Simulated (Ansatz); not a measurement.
# TiB2: a jump of Li

All numbers below come from Ansatz, DFT PBE, scalar-relativistic, plane waves, PAW. Settings: 420 eV cutoff, 4×4×4 k-mesh, Gaussian smearing of 0.10 eV, no spin polarisation.

Host crystal, relaxed:

```
CELL_PARAMETERS angstrom
3.03189 0.00000 0.00000
-1.51595 2.62569 0.00000
0.00000 0.00000 3.22442
ATOMIC_POSITIONS crystal
Ti 0.00000 0.00000 0.00000
B 0.33333 0.66667 0.50000
B 0.66667 0.33333 0.50000
```

In a supercell of 24 host sites, interstitial Li hops to an equivalent place, moving 1.75 Å between the relaxed ends. Climbing-image nudged elastic band at fixed cell with images 0 (start) to 4 (end), the path measured over all atoms, converged to 0.05 eV/Å; the order of the saddle wasn't checked, and the small cell leaves errors of about a tenth of an eV.

Supercell rows in host cell vectors: 2 0 0; -2 -2 0; 0 0 -2. Li was set at (0.250, 0.625, 0.000) of the host cell.

At the relaxed start Li has 2 B at 1.82 Å, 3 Ti at 1.96 Å, 6 B at 2.36 Å.

Question: What barrier does the band give, and what surrounds the atom at the top?

Answer: 0.19 eV at image 2, where Li has 2 Ti at 1.82 Å, 2 B at 1.91 Å, 2 B at 1.92 Å, 2 Ti at 2.60 Å.

Cost: 1 run of about 19 core-minutes, on Arm Neoverse V1 (shared hosts).